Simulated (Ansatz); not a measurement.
BN:
```
BN
1.0
    1.24399     0.71822     3.22602
   -1.24399     0.71822     3.22602
    0.00000    -1.43644     3.22602
B N
1 1
Direct
  0.99974   0.99974   0.99974
  0.33269   0.33269   0.33269
```

Cartesian axes are those of the cell as given.

Question: Give the high-frequency dielectric tensor and the Born effective charge tensors of the independent atoms from DFPT, DFT-LDA in the program Ansatz with PAW potentials.

Answer: 
ε∞:
```
4.95  0.00  0.00
0.00  4.95  0.00
0.00  0.00  2.82
```
Z* of atom 1 (B), rows: field, columns: displacement, in e:
```
2.69  0.00  0.00
0.00  2.69  0.00
0.00  0.00  0.76
```
Z* of atom 2 (N), rows: field, columns: displacement, in e:
```
-2.69   0.00   0.00
 0.00  -2.69   0.00
 0.00   0.00  -0.76
```

Space group R3m. The workflow started from a Materials Project entry (that database holds measured and hypothetical structures alike); the Crystallography Open Database copy checked does not list it. It is not the phase usual at ambient conditions (space group No. 186, 194, 216). Symmetry was held in the LDA relaxation; its stability against distortions is not shown here. A crystal of weakly bound layers computed without a dispersion correction: the cell and the soft elastic constants depend strongly on that.

Potentials: the earlier of the program's two PAW sets. The files were generated under PBE; for other functionals the program regenerates the frozen cores, and for LDA and PBEsol the local potential too.
